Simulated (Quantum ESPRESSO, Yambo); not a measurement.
RbMo₂AlO₈ (space group P-3m1, No. 164). The geometry is that of Materials Project entry mp-1209248, symmetrised and not relaxed again. Chain: PBEsol (Quantum ESPRESSO, PseudoDojo norm-conserving, 84 Ry, scalar-relativistic); G0W0 in Yambo (3×3×2 Γ-centred k mesh, bands 3 to 230 and a 6 Ry block in the screening, 230 bands in G with the Bruneval-Gonze terminator, plasmon pole fitted at 27.2 eV); BSE (3×3×2 mesh, 24 valence and 18 conduction bands, static screening with 120 bands and a 3 Ry block, scissor 2.67 eV, Tamm-Dancoff).

```json
{
 "PBEsol gap (dense path)": "3.68 eV",
 "PBEsol gap Γ → Γ on the GW mesh": "3.68 eV",
 "PBEsol smallest direct gap on the GW mesh, at Γ": "3.68 eV",
 "G0W0 direct gap at that point": "6.34 eV",
 "G0W0 correction to the gap Γ → Γ": "2.67 eV",
 "direct gap on the BSE mesh, with the scissor": "6.34 eV",
 "first BSE state allowed for light along x": "4.20 eV",
 "lowest BSE state": "4.00 eV",
 "binding_of_the_lowest_exciton": "2.34 eV"
}
```

Rough cost of the Yambo steps against G0W0 for 8 states: BSE within a factor of two.

Nearest settings tried, and what they do to the gap: 154 bands in W, 154 bands in G: +52 meV; 2 Ry block (73 vectors against 365): +428 meV. Not varied: mesh. So the settings aren't converged at that level. The BSE states are vertical excitations (zero momentum). Convergence of the binding with the mesh was not shown. Axes are Cartesian, with cell vectors (Å) (5.65, 0.00, 0.00), (-2.83, 4.90, 0.00), (0.00, 0.00, 7.48).

Spin-orbit splittings are left out.

The structure is a Materials Project entry; no match was found in the copy of COD used, and its stability was not checked.
